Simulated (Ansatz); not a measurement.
Data:

H₄NF:
```cif
data_H8F2N2
_chemical_formula_sum 'H8 N2 F2'
_space_group_name_H-M_alt 'P 1'
_space_group_IT_number 1
_cell_length_a 4.34326
_cell_length_b 4.34326
_cell_length_c 7.03548
_cell_angle_alpha 90.000
_cell_angle_beta 90.000
_cell_angle_gamma 120.000
loop_
_space_group_symop_operation_xyz
  'x, y, z'
loop_
_atom_site_label
_atom_site_type_symbol
_atom_site_fract_x
_atom_site_fract_y
_atom_site_fract_z
_atom_site_occupancy
H1 H 0.53384 0.06769 0.92457 1
H2 H 0.46616 0.53384 0.42457 1
H3 H 0.93231 0.46616 0.92457 1
H4 H 0.46616 0.93231 0.42457 1
H5 H 0.53384 0.46616 0.92457 1
H6 H 0.06769 0.53384 0.42457 1
H7 H 0.33333 0.66667 0.22409 1
H8 H 0.66667 0.33333 0.72409 1
N1 N 0.33333 0.66667 0.37466 1
N2 N 0.66667 0.33333 0.87466 1
F1 F 0.33333 0.66667 0.99775 1
F2 F 0.66667 0.33333 0.49775 1
```

This is the LDA-relaxed structure.

Problem. All from the program Ansatz at the LDA level (PAW), unless another level is named. Give the zero-point energy.

Solution. 233.8 meV/atom.

Problem. What about the highest zone-centre frequency (without LO–TO term)?

Solution. 3055 cm⁻¹.

Problem. Predict the Hill bulk and shear moduli.

Solution. 38.3 and 6.0 GPa.

Space group P6_3mc. The workflow started from a Materials Project entry (that database holds measured and hypothetical structures alike); the Crystallography Open Database files this formula in space group No. 186, but the cells were not matched. Whether it is the stable phase at ambient conditions was not checked. Symmetry was held in the LDA relaxation; phonons on a q-mesh show no instability. A crystal of weakly bound molecules computed without a dispersion correction: the cell and the soft elastic constants depend strongly on that.

Potentials: the later of the program's two PAW sets.
